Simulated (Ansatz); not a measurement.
**Work and stress of cleavage in Ag**

Method: DFT r2SCAN, scalar-relativistic, plane waves, PAW in Ansatz. The runs took a 500 eV cutoff, a Γ-centred 23×23×5 mesh and Gaussian smearing (0.15 eV). No spin polarisation. Energies are free energies at this smearing, counted from the undisturbed cell; pressure is positive in compression.

The undisturbed cell (relaxed at this level; with this scan's settings it stands at -0.1 GPa; this form isn't the usual structure):

```
Ag
1.0
    -2.90370    0.00000    0.00000
    -1.45185   -2.51467    0.00000
     0.00000    0.00000   14.24354
Ag
6
Direct
  0.33333 0.33333 0.74998
  0.33333 0.33333 0.08332
  0.33333 0.33333 0.41665
  0.66667 0.66667 0.91665
  0.66667 0.66667 0.24998
  0.66667 0.66667 0.58332
```

The cut lies on the cell's a–b face, a (0 0 1) plane (indices in the standard cell, whose axes needn't be the Cartesian ones shown) of area 7.30 Å², between layers 2.37 Å apart. Vector c is lengthened by d along the normal with the atoms' Cartesian places fixed: one unrelaxed cut a cell. The traction is positive where the two halves pull on each other.

| d (Å) | energy (J/m²) | traction (GPa) |
| --- | --- | --- |
| -0.30 | 0.43 | -34.1 |
| 0.00 | 0.00 | -0.3 |
| 0.25 | 0.14 | 9.5 |
| 0.50 | 0.41 | 11.8 |
| 1.00 | 0.96 | 9.3 |
| 1.50 | 1.33 | 5.7 |
| 2.00 | 1.55 | 3.3 |
| 3.00 | 1.75 | 1.0 |
| 4.50 | 1.81 | 0.1 |
| 6.00 | 1.81 | 0.0 |

What are the work of separation and the cleavage stress, and do they fit the universal binding curve?

The energy levels off near W ≈ 1.81 J/m² (the traction is down to 0.0 GPa), the energy of the two unrelaxed faces, 0.91 J/m² each on average. The largest sampled traction is 11.8 GPa at d = 0.50 Å, and a parabola through it and its two neighbours peaks at σ_max ≈ 12.1 GPa, d ≈ 0.62 Å. The curve E = W[1 − (1 + d/ℓ)exp(−d/ℓ)] peaks in traction at d = ℓ with σ_max = W/(eℓ); with 1 J/m² per Å = 10 GPa this W and σ_max give ℓ = 0.55 Å. A parabola through that curve at the same three d peaks at 0.63 Å, against 0.62 Å here, a fair fit. Real crystals break at far lower stress, because cracks concentrate it, and on the plane of lowest W, which needn't be this one.

The cut is rigid; relaxing the faces lowers these energies and usually the stresses.

In a metal these slopes depend on the k mesh and the smearing.

Cost: 10 runs of about 25 core-minutes in all, on Oxide Virtual Turin-like Processor (Zen 5) (shared hosts).